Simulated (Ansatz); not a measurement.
## B3Au: settings compared (Ansatz)

Input:

```yaml
crystal:
  lattice:
    - [3.577934, 0.0, 0.0]
    - [0.026536, 3.577836, 0.0]
    - [0.026536, 0.026341, 3.577738]
  atoms:
    - { symbol: Au, position: [0.0, 0.0, 0.0] }
    - { symbol: B, position: [0.5, 0.275, 0.725] }
    - { symbol: B, position: [0.725, 0.5, 0.275] }
    - { symbol: B, position: [0.275, 0.725, 0.5] }
  symmetry: { tolerance: 0.0003 }
kpoints:
  mp_grid: { grid: [5, 5, 5], shift: [0, 0, 0] }
magnetization:
  spin_polarized: false
scf:
  occupations: { method: fermi_dirac }
hamiltonian:
  pseudopotentials: { kind: paw }
  xc: pbe
basis:
  ecutwfc: 420
output:
  forces: true
  stress: true
  eigenvalues: true
relax:
  max_steps: 40
  cell: {}
```

The command:

```bash
ansatz run input.yaml --threads 1 --pin off --max-ram 2560MiB --backend cpu --events-out ev --progress --plain --runs-dir out
```

Origin of the cell: a known structure type with other elements, at an estimated volume, so it need not be a known compound.

The smearing width isn't typed, so it takes its default of 0.1 eV.

Output of this run (shortened):

```
SCF iter   1: F=—  HF=-13612.282703 eV  Δρ=7.86e-3  dr2=2.68e-2
SCF iter   2: F=—  HF=-13612.278892 eV  Δρ=3.46e-3  dr2=3.68e-3
SCF iter   3: F=—  HF=-13612.278637 eV  Δρ=1.31e-3  dr2=5.50e-4
SCF iter   4: F=—  HF=-13612.278633 eV  Δρ=1.64e-4  dr2=9.71e-6
SCF iter   5: F=—  HF=-13612.278585 eV  Δρ=3.14e-5  dr2=3.15e-7
SCF iter   6: F=-13612.278585 eV  HF=-13612.278585 eV  Δρ=5.44e-6  dr2=1.30e-8
relax step   1: F+E_penalty+E_count = -13612.278585 eV  Δ(F+E_penalty+E_count) = +0.000e0 eV  max|allowed force component| = 8.270e-1 eV/Å  Δτ_max = 0.0000 Å  P = -12.839 GPa  Ω = 45.800 Å³ […]
relax step   2: F+E_penalty+E_count = -13612.616581 eV  Δ(F+E_penalty+E_count) = -3.380e-1 eV  max|allowed force component| = 4.709e-1 eV/Å  Δτ_max = 0.0338 Å  P = -6.140 GPa  Ω = 43.046 Å³ […]
relax step   3: F+E_penalty+E_count = -13612.775256 eV  Δ(F+E_penalty+E_count) = -1.587e-1 eV  max|allowed force component| = 3.185e-3 eV/Å  Δτ_max = 0.0350 Å  P = -0.119 GPa  Ω = 41.027 Å³ […]
relax step   4: F+E_penalty+E_count = -13612.813886 eV  Δ(F+E_penalty+E_count) = -3.863e-2 eV  max|allowed force component| = 1.359e-1 eV/Å  Δτ_max = 0.0107 Å  P = +1.428 GPa  Ω = 40.241 Å³ […]
relax step   5: F+E_penalty+E_count = -13612.821380 eV  Δ(F+E_penalty+E_count) = -7.494e-3 eV  max|allowed force component| = 3.439e-2 eV/Å  Δτ_max = 0.0098 Å  P = -0.168 GPa  Ω = 40.427 Å³ […]
relax step   6: F+E_penalty+E_count = -13612.821713 eV  Δ(F+E_penalty+E_count) = -3.334e-4 eV  max|allowed force component| = 1.948e-3 eV/Å  Δτ_max = 0.0039 Å  P = +0.349 GPa  Ω = 40.320 Å³ […]
relax step   7: F+E_penalty+E_count = -13612.821715 eV  Δ(F+E_penalty+E_count) = -1.624e-6 eV  max|allowed force component| = 3.032e-4 eV/Å  Δτ_max = 0.0001 Å  P = -0.010 GPa  Ω = 40.408 Å³ […]
relax step   8: F+E_penalty+E_count = -13612.819615 eV  Δ(F+E_penalty+E_count) = +2.100e-3 eV  max|allowed force component| = 3.671e-4 eV/Å  Δτ_max = 0.0000 Å  P = -0.070 GPa  Ω = 40.408 Å³  stress off target by 1.71e-1 GPa […]
relax step   9: F+E_penalty+E_count = -13612.819670 eV  Δ(F+E_penalty+E_count) = -5.516e-5 eV  max|allowed force component| = 2.710e-4 eV/Å  Δτ_max = 0.0000 Å  P = +0.002 GPa  Ω = 40.382 Å³ […]
relax step  10: F+E_penalty+E_count = -13612.819655 eV  Δ(F+E_penalty+E_count) = +1.480e-5 eV  max|allowed force component| = 2.661e-4 eV/Å  Δτ_max = 0.0000 Å  P = +0.001 GPa  Ω = 40.382 Å³  stress off target by 2.61e-3 GPa […]
SCF 10 converged in 4 iterations: F = -13612.819655 eV  dr2 = 1.51e-11
basis re-selected at this cell: Δ(F+E_penalty+E_count) = +1.480e-5 eV, ΔP = -0.001 GPa vs the last step (what re-selecting the basis moved, of the pressure what is left beyond the Pulay corre […]
SCF converged after 4 iterations
Free energy (F): -13612.819655 eV
Harris-Foulkes:  -13612.819655 eV  (|F-HF|=1.27e-11)
Internal energy: -13612.759196 eV  (E = F + TS)
E sigma→0 (E₀):  -13612.789426 eV
Entropy (-TS):   -0.060459 eV (-15.115 meV/atom)
Fermi energy:    14.017100 eV
--- Per-component energies (eV) ---
  E_band       = -273.353495
  E_kinetic    = 739.637439
  E_local      = -2416.814725  (includes V_loc(G=0)·N_el)
  E_nonlocal   = 107.430149
  E_hartree    = 1025.243143
  E_xc         = -321.964992
  E_vxc        = -386.695309  (∫ρ·V_xc dr)
  E_paw        = -9940.748416  (= ΣΔE_a)
  E_vpaw       = -367.398726  (= ΣTr[D̂ρ^β])
  E_aug_tail   = 0.001430  (compensation charges beyond the density's cutoff)
  E_ewald      = -2805.543224
  E_smearing   = -0.060459  (= −TS)
  Σ components = -13612.819655   (vs F -13612.819655, Δ=0.00e0)
--- Forces (eV/Å), atoms counted from 1 ---
  atom   1  Au    -0.000000     0.000000    -0.000000
  atom   2  B      0.000000     0.000264    -0.000266
  atom   3  B     -0.000264     0.000002     0.000266
  atom   4  B      0.000264    -0.000266     0.000000
  max |Σ_I F_I| component: 7.40e-17 eV/Å
--- Stress (GPa, compression-positive) ---
        0.000963      -0.001637      -0.001625
       -0.001637       0.000988      -0.001613
       -0.001625      -0.001613       0.001011
  P = ⅓ Tr σ = 0.0010 GPa (0.010 kbar)
--- Relaxed structure (8 steps of the walk, 8 accepted, 2 SCFs on fresh bases) ---
  F+E_penalty+E_count = -13612.819655 eV   max|allowed force component| = 2.661e-4 eV/Å   (the final SCF, on the basis selected at the relaxed cell)
  cell:  # Å, volume = 40.3817 Å³
    - [3.439285, -0.194358, -0.192932]
    - [-0.168845, 3.440631, -0.192933]
    - [-0.168845, -0.167597, 3.441959]
  atoms:
    - { symbol: Au, position: [2.172e-19, -1.775e-19, -6.392e-19] }
    - { symbol: B, position: [0.500000, 0.288080, 0.711920] }
    - { symbol: B, position: [0.711920, 0.500000, 0.288080] }
    - { symbol: B, position: [0.288080, 0.711920, 0.5] }
```

The same input was run again with these changes:

1. `basis.xc_grid` default → 1
2. `kpoints.mp_grid.grid` [5, 5, 5] → [2, 2, 2]; `basis.ecutwfc` 420 → "33.1 Ry"
3. `scf.convergence.dr2_threshold` default → 1.0e-09
4. `relax.max_steps` 40 → 2; `scf.max_iter` default → 100

| run | end | SCF iterations | volume (Å³/atom) | max force component (eV/Å) | gap on mesh (eV) | moment (μB) | ΔE(σ→0) (meV/atom) |
| --- | --- | --- | --- | --- | --- | --- | --- |
| base | converged | 51 | 10.10 | 0.000 | none | – | 0 |
| 1 | converged | 51 | 10.10 | 0.000 | none | – | 0.00 |
| 2 | converged | 63 | 10.08 | 0.000 | none | – | 133.42 |
| 3 | converged | 62 | 10.10 | 0.000 | none | – | 0.00 |
| 4 | relaxation steps ran out | 15 | – | – | – | – | – |

Energies are compared only where functional, datasets, charge and starting cell are the same.

Not properties of the system: run 2 (too coarse or loose: `kpoints.mp_grid.grid` = [2, 2, 2]).

Caveats of the base run: no spin-orbit coupling, though heavy elements are present; the k mesh is coarse if the cell is a metal; the relaxation held the start's symmetry, so the end may be a saddle point.

The base run took 18 s on 1 thread of Arm Neoverse V1, with other jobs on the host, peak memory 0.3 GiB, from the program's own first density.
